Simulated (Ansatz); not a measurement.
PbS:
```
PbS
1.0
    0.00000     3.00432     3.00432
    3.00432     0.00000     3.00432
    3.00432     3.00432     0.00000
Pb S
1 1
Direct
  0.00000   0.00000   0.00000
  0.50000   0.50000   0.50000
```

Relaxed with PBE. PBE in the plane-wave PAW code Ansatz gives a gap of 0.49 eV.

**Question.** What gap does HSE06 give on the same cell (Ansatz, PAW)?

**Answer.** 0.94 eV, 0.45 eV more. The hybrid was solved on a coarser mesh and at special points; its gap is the smallest among all of these.

| k | v1 PBE | c1 PBE | v1 HSE06 | c1 HSE06 |
|---|---|---|---|---|
| Γ | -1.95 | 5.13 | ___ | ___ |
| X | -3.16 | 4.05 | ___ | ___ |
| L | 0.00 | 0.49 | 0.00 | 0.94 |
| W | -0.91 | 2.24 | ___ | ___ |
| K | -2.30 | 3.36 | ___ | ___ |

**Question.** Top valence (v1) and lowest conduction level (c1) in eV from each method's valence maximum (which need not be a listed point): supply the withheld HSE06 values.

**Answer.** 
- X, v1 HSE06: -3.62
- X, c1 HSE06: 4.58
- Γ, v1 HSE06: -2.31
- Γ, c1 HSE06: 5.96
- W, v1 HSE06: -1.10
- W, c1 HSE06: 2.82
- K, v1 HSE06: -2.56
- K, c1 HSE06: 3.99

Cost on shared cores: the PBE run (SCF on a 8×8×8 mesh, then bands and DOS) roughly 9 core-seconds, the HSE06 run (SCF on 6×6×6, then a few points) roughly 2.2 core-minutes; the tasks are unlike.

Space group Fm-3m (rock salt). The cell was relaxed with PBE under the symmetry of its start; of distortions, only those at the zone centre were tested. Scalar-relativistic: spin–orbit coupling is off unless named, which matters more the heavier the elements.

Potentials: the later of the program's two PAW sets.
